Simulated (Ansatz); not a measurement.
Space group I4/mmm (No. 139). a = 4.020 Å, b = 4.020 Å, c = 8.461 Å, α = 90.00°, β = 90.00°, γ = 90.00°
```tsv
atom	site	symmetry	x	y	z
Li	4d	-4m2	0.0000	0.5000	0.2500
Li	2b	4/mmm	0.5000	0.5000	0.0000
Al	2a	4/mmm	0.0000	0.0000	0.0000
```

Equation of state of this Li3Al structure (not necessarily the ground state), with shape and atoms relaxed at each volume where symmetry leaves them free. It has no gap at any of these volumes. Level of theory: DFT r2SCAN, scalar-relativistic, plane waves, PAW (Ansatz 0.2.0).

Cutoff 500 eV; k points 16×16×16 on the computed 4-atom cell (Γ-centred); Gaussian smearing, width 0.10 eV; no spin polarisation.

```json
{"V (Å³/atom)": "16.065", "E − E(largest V) (meV/atom)": "0.90", "P (GPa)": "1.83"}
{"V (Å³/atom)": "16.577", "E − E(largest V) (meV/atom)": "-3.33", "P (GPa)": "0.85"}
{"V (Å³/atom)": "17.090", "E − E(largest V) (meV/atom)": "-4.65", "P (GPa)": "0.00"}
{"V (Å³/atom)": "17.603", "E − E(largest V) (meV/atom)": "-3.43", "P (GPa)": "-0.74"}
{"V (Å³/atom)": "18.115", "E − E(largest V) (meV/atom)": "0.00", "P (GPa)": "-1.38"}
```

**Question.** Fit a third-order Birch–Murnaghan equation to E(V).

**Answer.** V0 = 17.09 Å³/atom, B0 = 26 GPa, B0' = 3.7.